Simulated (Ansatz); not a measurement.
Input, command and steps of an Ansatz relaxation.

```yaml
crystal:
  lattice:
    - [0.0, 5.4423086079, -5.4423086079]
    - [5.4423086079, 5.4423086079, 0.0]
    - [5.4423086079, 0.0, -5.4423086079]
  atoms:
    - { symbol: Zn, position: [0.5, 0.5, 0.5] }
    - { symbol: Zn, position: [1.0, 0.5, 0.5] }
    - { symbol: Zn, position: [1.0, 0.0, 0.5] }
    - { symbol: Zn, position: [0.5, 0.5, 1.0] }
    - { symbol: Zn, position: [0.5, 0.0, 1.0] }
    - { symbol: Zn, position: [1.0, 0.5, 1.0] }
    - { symbol: Zn, position: [1.0, 0.0, 1.0] }
    - { symbol: S, position: [0.125, 0.125, 0.125] }
    - { symbol: S, position: [0.125, 0.625, 0.125] }
    - { symbol: S, position: [0.625, 0.125, 0.125] }
    - { symbol: S, position: [0.625, 0.625, 0.125] }
    - { symbol: S, position: [0.125, 0.125, 0.625] }
    - { symbol: S, position: [0.125, 0.625, 0.625] }
    - { symbol: S, position: [0.625, 0.125, 0.625] }
    - { symbol: S, position: [0.625, 0.625, 0.625] }
total_charge: -2
basis:
  ecutwfc: 420
  xc_grid: 2
kpoints:
  mp_grid: { grid: [2, 2, 2], shift: [0.0, 0.0, 0.0] }
hamiltonian:
  xc: pbe
scf:
  occupations: { method: gaussian, width: 0.02 }
output:
  forces: true
  stress: false
  eigenvalues: true
  write_density: true
  write_potential: true
  elf: true
  volumetric_format: npy
relax:
  adjacent_minimum: "off"
  f_tol: 0.02
  max_steps: 60
```

```bash
ansatz run input.yaml --threads 8 --pin off --max-ram 20480MiB --backend cpu --events-out ev --progress --plain --runs-dir out
```

Level of theory: Ansatz 0.2.0, DFT PBE, scalar-relativistic, plane waves, PAW.

The cell holds a point defect: Zn vacancy, charge −2.

Of 5 frames 4 are shown, positions in Å and forces in eV/Å; the SCF threshold varies from step to step.

```xyz
15
Lattice="0.0000 5.4423 -5.4423 5.4423 5.4423 0.0000 5.4423 0.0000 -5.4423" Properties=species:S:1:pos:R:3:forces:R:3 pbc="T T T" step=1 free_energy_over_end_meV_per_atom=29.14
Zn    5.4423    5.4423   -5.4423    0.0000    0.0000   -1.0094
Zn    5.4423    8.1635   -8.1635    0.0000   -1.0094    0.0000
Zn    2.7212    5.4423   -8.1635    1.0094    0.0000    0.0000
Zn    8.1635    5.4423   -8.1635   -1.0094    0.0000    0.0000
Zn    5.4423    2.7212   -8.1635    0.0000    1.0094    0.0000
Zn    8.1635    8.1635  -10.8846    0.0000    0.0000    0.0000
Zn    5.4423    5.4423  -10.8846    0.0000    0.0000    1.0094
S     1.3606    1.3606   -1.3606   -0.0118   -0.0118   -0.0118
S     4.0817    4.0817   -1.3606    0.0118    0.0118   -0.0118
S     1.3606    4.0817   -4.0817    0.1381   -0.1381   -0.1381
S     4.0817    6.8029   -4.0817    0.0118   -0.0118    0.0118
S     4.0817    1.3606   -4.0817   -0.1381    0.1381   -0.1381
S     6.8029    4.0817   -4.0817   -0.0118    0.0118    0.0118
S     4.0817    4.0817   -6.8029   -0.1381   -0.1381    0.1381
S     6.8029    6.8029   -6.8029    0.1381    0.1381    0.1381
15
Lattice="0.0000 5.4423 -5.4423 5.4423 5.4423 0.0000 5.4423 0.0000 -5.4423" Properties=species:S:1:pos:R:3:forces:R:3 pbc="T T T" step=2 free_energy_over_end_meV_per_atom=6.08
Zn    5.4423    5.4423   -5.5168    0.0000    0.0000   -0.4958
Zn    5.4423    8.0890   -8.1635    0.0000   -0.4958    0.0000
Zn    2.7956    5.4423   -8.1635    0.4958    0.0000    0.0000
Zn    8.0890    5.4423   -8.1635   -0.4958    0.0000    0.0000
Zn    5.4423    2.7956   -8.1635    0.0000    0.4958    0.0000
Zn    8.1635    8.1635  -10.8846    0.0000    0.0000    0.0000
Zn    5.4423    5.4423  -10.8102    0.0000    0.0000    0.4958
S     1.3500    1.3500   -1.3711    0.0632    0.0632    0.0632
S     4.0923    4.0923   -1.3711   -0.0632   -0.0632    0.0632
S     1.4090    4.0334   -4.1301   -0.0966    0.0966    0.0966
S     4.0923    6.7924   -4.0712   -0.0632    0.0632   -0.0632
S     4.0334    1.4090   -4.1301    0.0966   -0.0966    0.0966
S     6.7924    4.0923   -4.0712    0.0632   -0.0632   -0.0632
S     4.0334    4.0334   -6.7545    0.0966    0.0966   -0.0966
S     6.8513    6.8513   -6.7545   -0.0966   -0.0966   -0.0966
15
Lattice="0.0000 5.4423 -5.4423 5.4423 5.4423 0.0000 5.4423 0.0000 -5.4423" Properties=species:S:1:pos:R:3:forces:R:3 pbc="T T T" step=3 free_energy_over_end_meV_per_atom=1.16
Zn    5.4423    5.4423   -5.5896    0.0000    0.0000    0.1558
Zn    5.4423    8.0161   -8.1635    0.0000    0.1558    0.0000
Zn    2.8685    5.4423   -8.1635   -0.1558    0.0000    0.0000
Zn    8.0161    5.4423   -8.1635    0.1558    0.0000    0.0000
Zn    5.4423    2.8685   -8.1635    0.0000   -0.1558    0.0000
Zn    8.1635    8.1635  -10.8846    0.0000    0.0000    0.0000
Zn    5.4423    5.4423  -10.7373    0.0000    0.0000   -0.1558
S     1.3572    1.3572   -1.3639   -0.0445   -0.0445   -0.0445
S     4.0851    4.0851   -1.3639    0.0445    0.0445   -0.0445
S     1.3921    4.0502   -4.1133    0.1244   -0.1244   -0.1244
S     4.0851    6.7995   -4.0784    0.0445   -0.0445    0.0445
S     4.0502    1.3921   -4.1133   -0.1244    0.1244   -0.1244
S     6.7995    4.0851   -4.0784   -0.0445    0.0445    0.0445
S     4.0502    4.0502   -6.7713   -0.1244   -0.1244    0.1244
S     6.8344    6.8344   -6.7713    0.1244    0.1244    0.1244
15
Lattice="0.0000 5.4423 -5.4423 5.4423 5.4423 0.0000 5.4423 0.0000 -5.4423" Properties=species:S:1:pos:R:3:forces:R:3 pbc="T T T" step=5 free_energy_over_end_meV_per_atom=0.00
Zn    5.4423    5.4423   -5.5757    0.0000    0.0000   -0.0015
Zn    5.4423    8.0301   -8.1635    0.0000   -0.0015    0.0000
Zn    2.8545    5.4423   -8.1635    0.0015    0.0000    0.0000
Zn    8.0301    5.4423   -8.1635   -0.0015    0.0000    0.0000
Zn    5.4423    2.8545   -8.1635    0.0000    0.0015    0.0000
Zn    8.1635    8.1635  -10.8846    0.0000    0.0000    0.0000
Zn    5.4423    5.4423  -10.7512    0.0000    0.0000    0.0015
S     1.3534    1.3534   -1.3677    0.0022    0.0022    0.0022
S     4.0889    4.0889   -1.3677   -0.0022   -0.0022    0.0022
S     1.4054    4.0369   -4.1265    0.0022   -0.0022   -0.0022
S     4.0889    6.7958   -4.0746   -0.0022    0.0022   -0.0022
S     4.0369    1.4054   -4.1265   -0.0022    0.0022   -0.0022
S     6.7958    4.0889   -4.0746    0.0022   -0.0022   -0.0022
S     4.0369    4.0369   -6.7581   -0.0022   -0.0022    0.0022
S     6.8477    6.8477   -6.7581    0.0022    0.0022    0.0022
```

It took 2.8 s on 8 threads of Intel(R) Xeon(R) 6975P-C (Granite Rapids), on a shared host, peak memory 0.85 GiB.